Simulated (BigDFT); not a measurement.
Consider a self-consistent single point of 3 x 2 x 1 piece of the rock-salt lattice (Br₃K₃).

```xyz
6

K     -3.0500    -1.5250     0.0000
Br    -3.0500     1.5250     0.0000
Br     0.0000    -1.5250     0.0000
K      0.0000     1.5250     0.0000
K      3.0500    -1.5250     0.0000
Br     3.0500     1.5250     0.0000
```
Charge 0, spin multiplicity 1.

Computed with PBE+D3 (zero damping), Daubechies wavelet basis, HGH (Krack) norm-conserving potentials made for PBE, isolated boundary conditions in BigDFT.

BigDFT settings:

```
setting                            value
-------------------  -------------------
basis                Daubechies wavelets
dft.hgrids                    0.402 bohr
dft.rmult                            5 9
dft.ixc                               11
dft.dispersion                         5
potentials            built-in HGH-K PBE
boundary_conditions                 free
dft.gnrm_cv                        1e-04
dft.itermax                           80
dft.idsx                               6
dft.nrepmax                            3
```

Estimate, at this level of theory: largest force (vector length), dispersion energy, dipole moment and highest occupied level.

The run gave:

- Largest force (vector length) = 0.503 eV/Å
- Dispersion energy = -0.148 eV
- Dipole moment = 10.80 D
- Highest occupied level = -5.06 eV

For comparison: a first run (DFT, PBE, Daubechies wavelet basis, HGH (Krack) norm-conserving potentials made for PBE, isolated boundary conditions) was changed to give this one (dft.dispersion: default → 5), and from it to this one the largest force goes from 0.488 to 0.503 eV/Å.

The grid can part forces that symmetry would make equal. The shape was built by hand and not relaxed. No other spin state was tried in this run. A coarse multiplier of 5 or less cuts the tails of heavy atoms' orbitals, which raises levels.

Cost on one core: about 3 core-minutes (a rough figure).
